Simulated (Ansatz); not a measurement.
ScSi2:
Space group P6/mmm (No. 191); a = b = 3.9734 Å, c = 3.5132 Å, α = β = 90.00°, γ = 120.00°

```json
[
 {"atom": "Sc", "site": "1a", "symmetry": "6/mmm", "x": "0.0000", "y": "0.0000", "z": "0.0000"},
 {"atom": "Si", "site": "2d", "symmetry": "-6m2", "x": "0.3333", "y": "0.6667", "z": "0.5000"}
]
```

Relaxed at zero pressure with DFT-LDA in the program Ansatz with PAW potentials.

Q: The volume is lowered by 3 % and shape and atoms relax at that volume. What pressure results, and how do the axes share the change?

A: 3.3 GPa; a -0.7 %, b -0.7 %, c -1.6 %; the energy rises by 5 meV/atom.

Q: Give the new structure.

A: 
Space group P6/mmm (No. 191); a = 3.9443 Å, b = 3.9443 Å, c = 3.4581 Å, α = 90.00°, β = 90.00°, γ = 120.00°

```tsv
atom	site	symmetry	x	y	z
Sc	1a	6/mmm	0.0000	0.0000	0.0000
Si	2d	-6m2	0.3333	0.6667	0.5000
```

The phase is kept; no other phase was compared at this pressure.

The workflow started from an entry of the Crystallography Open Database (COD). Whether it is the stable phase at ambient conditions was not checked. Symmetry was held in the LDA relaxation. At this level the phase is mechanically unstable. The run is not spin-polarised.

Potentials: the later of the program's two PAW sets.
